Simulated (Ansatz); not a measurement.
Al$_{3}$Ru$_{2}$ in space group I4/mmm (No. 139; Al on 2a, Al on 4e, Ru on 4e) under volume change, plane-wave PAW r²SCAN (Ansatz code), shape and atoms relaxed at each volume.

```csv
V (Å³/atom),E − E(relaxed) (meV/atom),P (GPa)
12.300,78.5,22.49
12.706,32.9,13.74
13.111,7.8,6.31
13.517,0.0,0.00
13.922,7.0,-5.35
14.328,26.4,-9.88
14.733,56.3,-13.66
```

**Question.** What does a third-order Birch–Murnaghan fit give for V₀, B₀ and B′?

**Answer.** V₀ = 13.52 Å³/atom, B₀ = 193 GPa, B′ = 4.5.

The first step of the workflow began from a Materials Project structure, measured or hypothetical; the Crystallography Open Database copy checked does not list it. Its standing as an ambient phase is unchecked. The r²SCAN relaxation kept the symmetry of its start; its stability against distortions is not shown here. The run is not spin-polarised.

Potentials: the later of the program's two PAW sets.
